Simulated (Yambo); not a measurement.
YHSe (space group P-6m2, No. 187), G0W0@PBEsol in Yambo with this input:

```
rim_cut
gw0
dyson
el_el_corr
HF_and_locXC
ppa
em1d
RandQpts= 1000000
RandGvec= 1 Ry
EXXRLvcs= 86 Ry
VXCRLvcs= 344 Ry
Chimod= "HARTREE"
% BndsRnXp
 13 | 194 |
%
NGsBlkXp= 8 Ry
% LongDrXp
 1.0 | 1.0 | 1.0 |
%
PPAPntXp= 27.2114 eV
% GbndRnge
 1 | 194 |
%
GTermKind= "BG"
DysSolver= "n"
ExtendOut
```

On a 3×3×4 mesh, with wavefunctions cut at 86 Ry, the gap (A → Γ) is 2.633 eV and the valence edge shifts by -0.921 eV.

Question: What happens with this change: 3×3×2 mesh?

Answer: The gap falls by 0.083 eV, to 2.550 eV; the shift of the valence edge becomes -0.856 eV. Neither run is shown to be the converged limit.

The standard potential for Se keeps a d shell in the valence without the s and p states of that shell. In tests on such compounds this moved G0W0 gaps by up to about 0.9 eV, so absolute quasiparticle energies here are unreliable; differences between settings are what counts.

Spin-orbit coupling is included.

Geometry relaxed with PBEsol; primitive cell a = b = 3.7946 Å, c = 3.8516 Å, α = β = 90.00°, γ = 120.00°.

The structure is a Materials Project entry; no match was found in the copy of COD used, and its stability was not checked.

A shift is the quasiparticle energy of the state minus its PBEsol energy.
